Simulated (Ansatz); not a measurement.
Al₃Ru₂:
```xyz
5
Lattice="-1.5251 1.5251 7.0692 1.5251 -1.5251 7.0692 1.5251 1.5251 -7.0692" Properties=species:S:1:pos:R:3 pbc="T T T"
Al     0.0000     0.0000     0.0000
Al     0.0000     0.0000    11.3989
Al     0.0000     0.0000     2.7395
Ru     0.0000     0.0000     8.5628
Ru     0.0000     0.0000     5.5755
```

Relaxed with LDA. Special points in fractions of this cell's reciprocal vectors: Γ (0.000, 0.000, 0.000); X (0.000, 0.000, 0.500); P (0.250, 0.250, 0.250); N (0.000, 0.500, 0.000); M (0.500, 0.500, -0.500); S (0.262, 0.738, -0.262); S0 (-0.262, 0.262, 0.262); R (-0.023, 0.023, 0.500); G (0.500, 0.500, -0.023).

### Question
List the band energies nearest the Fermi level at these points for DFT-LDA in the program Ansatz with PAW potentials.

### Answer
In eV from the Fermi level; about four levels below and three above (degenerate sets whole), none deeper than 8.9 eV; points with the same levels are listed once.

```json
[
 {"k": "Γ", "below": "-0.89 -0.89 -0.25 -0.10", "above": "3.47 4.74 5.50 5.50"},
 {"k": "X", "below": "-2.44 -2.43 -1.81 -0.55", "above": "0.48 0.65 1.11"},
 {"k": "P", "below": "-2.98 -1.91 -1.34 -1.34", "above": "0.70 1.11 1.16"},
 {"k": "N", "below": "-1.80 -1.69 -1.15 -0.38", "above": "1.33 1.64 4.15"},
 {"k": "M", "below": "-0.54 -0.54 -0.23 -0.12", "above": "2.46 4.37 4.37"},
 {"k": "S", "below": "-1.79 -1.76 -1.16 -0.37", "above": "1.40 1.60 4.23"},
 {"k": "R", "below": "-2.44 -2.42 -1.78 -0.62", "above": "0.49 0.61 1.01"}
]
```

Space group I4/mmm. The first step of the workflow began from a Materials Project structure, measured or hypothetical; the Crystallography Open Database copy checked does not list it. With Al and Ru taken as one species the cell has the higher symmetry I4/mmm, so it may be an ordered model of a mixed-site phase. Its standing as an ambient phase is unchecked. The cell was relaxed with LDA under the symmetry of its start; of distortions, only those at the zone centre were tested. The run is not spin-polarised. Spin–orbit coupling is left out wherever it is not named.

Potentials: the later of the program's two PAW sets.
